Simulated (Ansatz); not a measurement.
NbAg in space group Pmma (No. 51; Ag on 2e, Nb on 2f) under volume change, PBE (plane waves, PAW; program Ansatz), shape and atoms relaxed at each volume.

```csv
V (Å³/atom),E − E(relaxed) (meV/atom),P (GPa)
16.079,76.7,16.95
16.609,32.0,10.28
17.139,7.5,4.69
17.669,0.0,0.01
18.199,6.6,-3.88
18.729,24.9,-7.08
19.259,52.8,-9.69
```

**Question.** What does a third-order Birch–Murnaghan fit give for V₀, B₀ and B′?

**Answer.** V₀ = 17.67 Å³/atom, B₀ = 141 GPa, B′ = 5.2.

The start of the workflow was typed in or built on a structure type; neither database checked (COD, Materials Project) lists it. Its standing as an ambient phase is unchecked. The cell was relaxed with PBE under the symmetry of its start; its stability against distortions is not shown here. No spin polarisation was allowed. Its formation energy is positive at this level, so the cell may be metastable or incomplete.

Potentials: the later of the program's two PAW sets.
